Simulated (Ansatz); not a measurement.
Given:

Relaxed CdSe (wurtzite):

```xyz
4
Lattice="4.3400 0.0000 0.0000 -2.1700 3.7585 0.0000 0.0000 0.0000 7.0780" Properties=species:S:1:pos:R:3 pbc="T T T"
Cd     2.1700     1.2528     0.0040
Cd     0.0000     2.5057     3.5430
Se     2.1700     1.2528     4.4212
Se     0.0000     2.5057     0.8822
```

In each cell atom 2 (Cd, nearest neighbour Se at 2.655 Å; its periodic images, 4.3 Å or more away, move with it) moves by s·(1.000, 0.000, 0.000) (along Cartesian x), the rest being held.

All values below come from r2SCAN (plane waves to 500 eV, PAW, scalar-relativistic; Ansatz, a first-principles code). k mesh 7×7×4 (Γ-centred), Fermi-Dirac smearing 0.05 eV. E stands for the smeared free energy. CdSe was relaxed with its symmetry unable to fall. ΔE is measured from the undisplaced structure.

The scan covers s from -0.800 to 0.800 Å in 11 points.

Task: Is the energy the same for equal positive and negative displacements?

Result: Even: the same for both signs. With its periodic images moving along, the atom's site symmetry in this cell is 3m..

Task: What force acts on the atom along the line at s = -0.800 Å?

Result: 6.95 eV/Å.

Task: What is the energy change at s = 0.800 Å?

Result: 2130 meV/cell.

Task: What is the force constant k = d²E/ds² of this move at s = 0?

Result: 4.49 eV/Å².

(A displaced cell: forces are minus the slopes of the energy, force constants its curvatures, and phonons follow from these.)
